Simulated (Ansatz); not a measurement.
MgTe:
```xyz
2
Lattice="0.0000 2.9229 2.9229 2.9229 0.0000 2.9229 2.9229 2.9229 0.0000" Properties=species:S:1:pos:R:3 pbc="T T T"
Mg     2.9229     2.9229     2.9229
Te     0.0000     0.0000     0.0000
```

This is the LDA-relaxed structure.

Question: All from LDA (plane waves, PAW; program Ansatz), unless another level is named. Estimate the band gap.

Answer: 0.38 eV (indirect).

Question: Give the smallest direct gap on the standard path.

Answer: 2.33 eV.

Question: What about the formation energy from the elements (no fitted shifts)?

Answer: -0.85 eV/atom.

Question: What about the weight of the conduction-edge state by species (Voronoi cells)?

Answer: Mg 76 %, Te 24 %.

Question: What about the valence-band maximum?

Answer: on the K–Γ line, 82 % of the way from K.

Question: Next, the conduction-band minimum?

Answer: at X (3 equivalent valleys).

Space group Fm-3m (rock salt). A made-up cell: these elements were put on the sites of a structure type; the Crystallography Open Database copy checked does not list it. COD files the formula under space group No. 186, so this cell is another polymorph or a model. Whether it is the stable phase at ambient conditions was not checked. The cell was relaxed with LDA under the symmetry of its start; of distortions, only those at the zone centre were tested. The references are the lowest solids computed at this level, not always the standard phases. Scalar-relativistic: spin–orbit coupling is off unless named, which matters more the heavier the elements.

Potentials: the later of the program's two PAW sets.
